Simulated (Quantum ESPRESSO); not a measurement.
# Band energies of WSe$_{2}$

```
WSe2
1.0
    3.27995     0.00000     0.00000
   -1.63998     2.84052     0.00000
    0.00000     0.00000    12.78121
Se W
4 2
Direct
  0.33333   0.66667   0.88184
  0.66667   0.33333   0.11816
  0.66667   0.33333   0.38184
  0.33333   0.66667   0.61816
  0.66667   0.33333   0.75000
  0.33333   0.66667   0.25000
```

PBE (Quantum ESPRESSO, PseudoDojo norm-conserving, 86 Ry, scalar-relativistic); path ΓMKΓALHA,LM,KH; energies in eV from the valence-band maximum.

```csv
k (1/Å),point,band 42,band 43,band 44,band 45,band 46,band 47,band 48,band 49
0.00,Γ,-1.46,-1.46,-1.20,-0.95,0.00,2.62,2.62,2.66
0.37,,-2.05,-1.85,-1.16,-1.03,-0.71,1.61,2.17,2.19
0.74,,-1.97,-1.76,-1.61,-1.46,-1.41,1.49,1.89,2.10
1.11,M,-2.45,-1.49,-1.38,-1.30,-1.06,2.15,2.19,2.26
1.53,,-3.53,-2.69,-2.31,-0.75,-0.42,1.66,1.73,2.02
1.74,K,-3.97,-2.55,-2.55,-0.49,-0.20,1.37,1.37,1.73
1.93,,-3.69,-2.63,-2.30,-0.72,-0.45,1.50,1.72,1.87
2.29,,-2.62,-1.80,-1.78,-1.11,-1.04,0.87,1.92,2.06
2.66,,-2.24,-1.59,-1.14,-0.91,-0.68,1.59,2.07,2.18
3.02,Γ,-1.46,-1.46,-1.20,-0.95,0.00,2.62,2.62,2.66
3.02,A,-1.50,-1.50,-1.50,-0.20,-0.20,2.62,2.62,2.62
3.18,,-1.63,-1.53,-1.53,-0.29,-0.29,2.48,2.48,2.56
3.65,,-2.24,-1.69,-1.69,-1.43,-1.43,1.72,1.72,2.00
3.97,,-2.60,-1.46,-1.46,-1.27,-1.27,2.10,2.10,2.27
4.13,L,-2.62,-1.37,-1.37,-1.22,-1.22,2.17,2.17,2.51
4.29,,-2.62,-2.04,-2.04,-0.92,-0.92,2.11,2.11,2.54
4.61,,-3.41,-2.71,-2.71,-0.51,-0.51,1.58,1.58,2.44
4.77,H,-3.40,-2.79,-2.79,-0.37,-0.37,1.37,1.37,2.34
4.93,,-3.44,-2.67,-2.67,-0.55,-0.55,1.57,1.57,2.38
5.25,,-2.91,-2.00,-2.00,-1.03,-1.03,1.38,1.38,2.36
5.56,,-2.16,-1.56,-1.56,-1.00,-1.00,1.57,1.57,2.14
5.88,,-1.65,-1.52,-1.52,-0.29,-0.29,2.47,2.47,2.55
6.04,A,-1.50,-1.50,-1.50,-0.20,-0.20,2.62,2.62,2.62
6.04,L,-2.62,-1.37,-1.37,-1.22,-1.22,2.17,2.17,2.51
6.29,M,-2.45,-1.49,-1.38,-1.30,-1.06,2.15,2.19,2.26
6.29,K,-3.97,-2.55,-2.55,-0.49,-0.20,1.37,1.37,1.73
6.53,H,-3.40,-2.79,-2.79,-0.37,-0.37,1.37,1.37,2.34
```

The PBE gap is indirect, 0.87 eV, from Γ to 43 % of the way from K to Γ; the smallest direct gap is 1.56 eV.

Without spin-orbit coupling, band edges of such heavy elements can be off by tenths of an eV.

Geometry relaxed with PBE+D3(BJ).
